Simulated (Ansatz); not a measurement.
# TaO$_{3}$ (Pm-3m): electronic heat capacity from the density of states

These are results of Ansatz 0.2.0, DFT r2SCAN, scalar-relativistic, plane waves, PAW, not measurements.

Plane waves to 500 eV, a k mesh through Γ of 10×10×10 on the computed 4-atom cell and Gaussian smearing (0.10 eV); collinear spin from starting moments 0 0.38 0.38 0.38 μB.

Relaxed cell: Pm-3m, a = 3.928 Å, b = 3.928 Å, c = 3.928 Å, α = 90.00°, β = 90.00°, γ = 90.00°, 4 atoms in the primitive cell. Whether it is the stable form of this composition wasn't checked.

The density of states at the Fermi level is 1.599 states/eV in the cell of 4 atoms (1 formula unit; both spins, tetrahedra on a 15×15×15 mesh). The run ends with a moment of 1.00 μB a cell (largest on a site 0.35 μB), and the figure is for this state; a paramagnetic sample can have a quite different one. Another magnetic order, if the compound takes it, can change N(E_F) and the shape of the cell a good deal, and may open a gap, where γ is close to zero.

Question: What Sommerfeld coefficient does this give?

Answer: Per formula unit N(E_F) = 1.599 states/eV. γ = (π²/3) k_B² N(E_F) N_A = 2.357 mJ/(mol K²) per state/eV, so γ = 3.8 mJ/(mol K²), a mole of formula units. This is the bare band result: a measured γ of the same phase and magnetic order is as a rule larger by a factor 1 + λ from phonons and spin fluctuations. N(E_F) at one energy is sensitive to the mesh where the density of states has sharp peaks.

The state reached may not be the lowest one. Spin-orbit coupling is left out, which matters for the bands of heavy elements.

Only this magnetic start was tried.